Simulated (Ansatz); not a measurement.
Structure relaxation, TiSi₂

The start is a generated cell, TiSi2 placed in the AFLOW prototype A2B_tP6_136_f_a (C4, as in TiO2). Cell shape, volume and atoms are optimised at zero target pressure with PBE (plane waves to 420 eV, PAW, scalar-relativistic; Ansatz, a quantum-chemistry and plane-wave program). First-step values are on the input's coarse k-mesh.

Ansatz input (later rounds restart from its end on a renewed k-mesh):
Ansatz 0.2 input:
```yaml
crystal:
  lattice:
    - [5.1310913, 0, 0]
    - [0, 5.1310913, 0]
    - [0, 0, 3.3044487]
  atoms:
    - { symbol: Ti, position: [0, 0, 0] }
    - { symbol: Ti, position: [0.5, 0.5, 0.5] }
    - { symbol: Si, position: [0.30496, 0.30496, 0] }
    - { symbol: Si, position: [0.80496, 0.19504, 0.5] }
    - { symbol: Si, position: [0.19504, 0.80496, 0.5] }
    - { symbol: Si, position: [0.69504, 0.69504, 0] }
basis: { ecutwfc: 420, ecutrho_ratio: 4, xc_grid: 2, fft_grid_basis: typed }
kpoints: { mp_grid: { grid: [5, 5, 7] } }
hamiltonian:
  xc: pbe
  dispersion: none
  pseudopotentials: { azcp: { folder: ./paw }, kind: paw }
scf: { occupations: { method: fermi_dirac, width: 0.05 } }
relax: { f_tol: 0.01, max_steps: 100, cell: { stress_tol: 0.02 } }
output: { forces: true, stress: true }
```

- Largest initial force: about 2.0 eV/Å, on Si3, Si4, Si5, Si6 (atoms numbered as listed)
- Outcome: The space group stays P4₂/mnm (No. 136) (the run could not lower it), with 6 atoms in the primitive cell
- Volume change: +37.8 %, from 14.50 to 19.99 Å³/atom
- Shortest distances (start → end): The closest pairs of elements (up to four, under 3.6 Å), start → end: Si–Ti 2.18 → 2.54 Å; Ti–Ti 3.30 → 2.62 Å; Si–Si 2.83 → 2.62 Å
- Optimiser moves: 23

Final structure:

Space group P4₂/mnm (No. 136); a = b = 6.762 Å, c = 2.622 Å, α = β = γ = 90.00°

```
atom  site  symmetry       x       y       z
----  ----  --------  ------  ------  ------
Ti      2a      m.mm  0.0000  0.0000  0.0000
Si      4g      m.2m  0.2344  0.2344  0.5000
```

Final values are on a 7×7×18 k-mesh of the relaxed cell. No spin polarisation in the result. A magnetic state may lie lower.

The run could not lose the symmetry of its start: the end is stationary, and may be a saddle point rather than a minimum.

The relaxed structure here is a generated cell of TiSi2: the first start was made by placing the elements on the sites of a structure type, and the end was not matched to a known phase here, so it may be hypothetical. Known forms of TiSi2 include space group No. 63, 70.
